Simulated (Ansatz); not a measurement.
## Mechanical response of ScCd (Pm-3m)

```
Sc Cd
1.0
     3.48543    0.00000    0.00000
     0.00000    3.48543    0.00000
     0.00000    0.00000    3.48543
Sc Cd
1 1
Cartesian
  1.7427 1.7427 1.7427
  0.0000 0.0000 0.0000
```

Conventional cell: a = 3.485 Å, b = 3.485 Å, c = 3.485 Å, α = 90.00°, β = 90.00°, γ = 90.00°. Sc (atom 1) has 8 Cd at 3.02 Å as nearest neighbours. Cd (atom 2) has 8 Sc at 3.02 Å as nearest neighbours.

Level of theory, where no other is named: PBEsol, all-electron LAPW in Ansatz 0.2.0, scalar-relativistic. k mesh 12×12×12, strains of ±0.003, Fermi-Dirac smearing of 0.100 eV, basis error target 1 meV/atom. The cell was relaxed by PAW under this functional. The structure is one entry of a database and needn't be the stable phase.

The cell is cubic and carries a residual pressure of 0.00 GPa at this level. Each strain component that symmetry leaves independent is applied at ±0.003 and ±0.006, the ions relax wherever a strain frees them, and the stress (tension positive, GPa) is read. Shears are engineering strains, γ = 2ε.

```json
{"strain": "xx", "size": "-0.006", "σxx": "-0.5765", "σyy": "-0.4001", "σzz": "-0.4001", "σyz": "0.0000", "σxz": "0.0000", "σxy": "0.0000"}
{"strain": "xx", "size": "-0.003", "σxx": "-0.2853", "σyy": "-0.1985", "σzz": "-0.1985", "σyz": "0.0000", "σxz": "0.0000", "σxy": "0.0000"}
{"strain": "xx", "size": "+0.003", "σxx": "0.2803", "σyy": "0.1961", "σzz": "0.1961", "σyz": "0.0000", "σxz": "0.0000", "σxy": "0.0000"}
{"strain": "xx", "size": "+0.006", "σxx": "0.5548", "σyy": "0.3891", "σzz": "0.3891", "σyz": "0.0000", "σxz": "0.0000", "σxy": "0.0000"}
{"strain": "yz", "size": "-0.006", "σxx": "-0.0034", "σyy": "-0.0021", "σzz": "-0.0021", "σyz": "-0.3789", "σxz": "0.0000", "σxy": "0.0000"}
{"strain": "yz", "size": "-0.003", "σxx": "-0.0007", "σyy": "-0.0003", "σzz": "-0.0003", "σyz": "-0.1895", "σxz": "0.0000", "σxy": "0.0000"}
{"strain": "yz", "size": "+0.003", "σxx": "-0.0007", "σyy": "-0.0003", "σzz": "-0.0003", "σyz": "0.1895", "σxz": "0.0000", "σxy": "0.0000"}
{"strain": "yz", "size": "+0.006", "σxx": "-0.0034", "σyy": "-0.0021", "σzz": "-0.0021", "σyz": "0.3789", "σxz": "0.0000", "σxy": "0.0000"}
```

The slope is [8(σ(+δ) − σ(−δ)) − (σ(+2δ) − σ(−2δ))]/(12δ), and the program imposes the crystal's symmetry on the matrix.

Task: What are the independent elastic constants?

Result: C11 = 94.3, C12 = 65.8, C44 = 63.2 GPa.

Task: Do they meet the Born conditions?

Result: C11 − C12 = 28.5, C11 + 2C12 = 225.8 and C44 = 63.2 GPa must all be positive, so the crystal is elastically stable; that says nothing yet of its phonons.

Task: What moduli does a random aggregate of grains have?

Result: B = (C11 + 2C12)/3 = 75.3 GPa. G_V = (C11 − C12 + 3C44)/5 = 43.6 and G_R = 5(C11 − C12)C44/(4C44 + 3(C11 − C12)) = 26.6, so G_H = 35.1 GPa. Then E = 9BG/(3B + G) = 91.2 GPa, ν = (3B − 2G)/(6B + 2G) = 0.298 and B/G = 2.14, on the ductile side of Pugh's 1.75 (a rule of thumb).

Task: With the density of 6.171 g/cm³, how fast does sound travel, and what Debye temperature follows?

Result: 

| direction | slow (m/s) | middle (m/s) | fast (m/s) |
| --- | --- | --- | --- |
| [100] | 3199 | 3199 | 3908 |
| [110] | 1520 | 3199 | 4816 |
| [111] | 2225 | 2225 | 5083 |

The mean of v⁻³ over directions and branches gives v_m = 2560 m/s and θ_D = (ħ/k_B) v_m (6π²n)^(1/3) = 276 K, n being atoms per volume. Young's modulus spans 40 to 148 GPa over directions, and the universal anisotropy index is 3.19.

Task: How far do the constants move if PAW replaces LAPW in the same cell?

Result: 

```json
{"constant": "C11", "LAPW (GPa)": "94.3", "PAW (GPa)": "94.3", "difference": "0.0"}
{"constant": "C12", "LAPW (GPa)": "65.8", "PAW (GPa)": "65.8", "difference": "0.0"}
{"constant": "C44", "LAPW (GPa)": "63.2", "PAW (GPa)": "63.1", "difference": "-0.1"}
```

Task: How do the constants change if the ions are clamped to the homogeneous strain?

Result: None moves by more than 0.3 GPa: by symmetry a homogeneous strain puts no force on these sites.

Caveats: responses of metals move with mesh and smearing; the frozen-core PAW files of the compared runs were fitted under PBE, their cores solved anew for this functional.
